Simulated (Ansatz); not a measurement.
Relaxed-ion elastic tensor of RuN (zinc blende, F-43m) in GPa (Voigt order), the program Ansatz at the PBEsol level (PAW); density 8.39 g/cm³, 11.38 Å³ per atom.

|  | 1 | 2 | 3 | 4 | 5 | 6 |
|---|---|---|---|---|---|---|
| 1 | 308 | 281 | 281 | 0.0 | 0.0 | 0.0 |
| 2 | 281 | 308 | 281 | 0.0 | 0.0 | 0.0 |
| 3 | 281 | 281 | 308 | 0.0 | 0.0 | 0.0 |
| 4 | 0.0 | 0.0 | 0.0 | 90.9 | 0.0 | 0.0 |
| 5 | 0.0 | 0.0 | 0.0 | 0.0 | 90.9 | 0.0 |
| 6 | 0.0 | 0.0 | 0.0 | 0.0 | 0.0 | 90.9 |

Question: Is the crystal mechanically stable?

Answer: Yes: the smallest eigenvalue of C is 27.3 GPa.

Question: Work out the Voigt, Reuss and Hill averages.

Answer: K_V = 290, K_R = 290, K_H = 290; G_V = 60.0, G_R = 27.8, G_H = 43.9 GPa.

Question: Give Young's modulus, Poisson's ratio, Pugh's ratio and the universal anisotropy index.

Answer: E = 9KG/(3K + G) = 125 GPa; ν = 0.43; K/G = 6.61 (ductile by the Pugh limit of 1.75); A_U = 5G_V/G_R + K_V/K_R − 6 = 5.78.

Question: Estimate the sound speeds and the Debye temperature.

Answer: v_l = √((K + 4G/3)/ρ) = 6450 m/s, v_t = √(G/ρ) = 2290 m/s, mean 2600 m/s; Θ = (h/k)(3n/4πV)^(1/3) v_m = 344 K.

Question: Give the Zener ratio and Young's modulus along [100], [110] and [111].

Answer: A = 2C44/(C11 − C12) = 6.66; 1/E = S11 − 2(S11 − S12 − S44/2)Γ with Γ = 0, 1/4, 1/3 gives 40.3, 108, 247 GPa.

Question: Solve the Christoffel equation for the three sound speeds along [100], [110], [111].

Answer: Eigenvalues of C_ijkl n_j n_l equal ρv². In km/s, slowest first: [100] 3.29, 3.29, 6.06; [110] 1.27, 3.29, 6.78; [111] 2.17, 2.17, 7.00.

The first step of the workflow began from a Materials Project structure, measured or hypothetical; the Crystallography Open Database copy checked does not list it. Whether it is the stable phase at ambient conditions was not checked. The PBEsol relaxation kept the symmetry of its start; whether a distortion lowers the energy is not shown. No spin polarisation was allowed. Its formation energy is positive at this level, so the cell may be metastable or incomplete. With an odd number of electrons in the cell and no spin polarisation, the count alone makes it a metal. As this level gives no gap, shear constants depend on the k-mesh and smearing (Fermi–Dirac, 0.1 eV here).

Potentials: the later of the program's two PAW sets.
